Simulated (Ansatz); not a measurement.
The elements of this relaxed trial crystal are hidden behind letters.

```
lattice vectors (Å)
   4.2688    0.0000    0.0000
  -2.1344    3.6969    0.0000
   0.0000    0.0000    8.9291
fractional positions
X 0.0000 0.0000 0.2827
X 0.0000 0.0000 0.7173
X 0.6667 0.3333 0.5000
Z 0.0000 0.0000 0.0000
```

Method: DFT PBE, scalar-relativistic, plane waves, PAW (Ansatz 0.2.0). Cutoff 420 eV, Γ-centred 12×12×6 mesh (4-atom cell), Gaussian smearing of 0.10 eV, no spin polarisation.

| Property | Result |
| --- | --- |
| Space group | P-6m2 (No. 187) |
| Conventional cell | a = 4.269 Å, c = 8.929 Å |
| Volume per atom | 35.23 Å³ |
| Density | 4.99 g/cm³ |
| Energy over the elements | +0.15 eV/atom |
| Gap on the 12×12×6 mesh of the 4-atom cell | 0 eV (a metal) |

Energies are uncorrected and count from the elements' standard states at the same level.

Q: X is a p-block element of period 5 and Z is a p-block element of period 4. Which elements are they?

A: X = In, Z = Se, so the formula is In3Se. Density times volume gives a mean mass of 4.99 × 35.23/1.6605 = 105.9 u per atom, and this set has 105.9 u. Among the elements that the hints allow, noble gases aside, only these give it. Around In on a site of symmetry 3m lie 1 Se at 2.52 Å and 3 In at 3.14 Å; In on a site of symmetry -6m2 is surrounded by 6 In at 3.14 Å; around Se lie 2 In at 2.52 Å.

An odd number of electrons in the primitive cell allows no gap without spin; a larger cell or a magnetic state could open one. The cell is a metal run without spin; a magnetic state may lie lower. Symmetry constrained the relaxation, so the result can be a saddle point. Another cell of In3Se relaxed alike, in P-3m1, lies 0.32 eV/atom lower, so this cell isn't the stable form at this level.
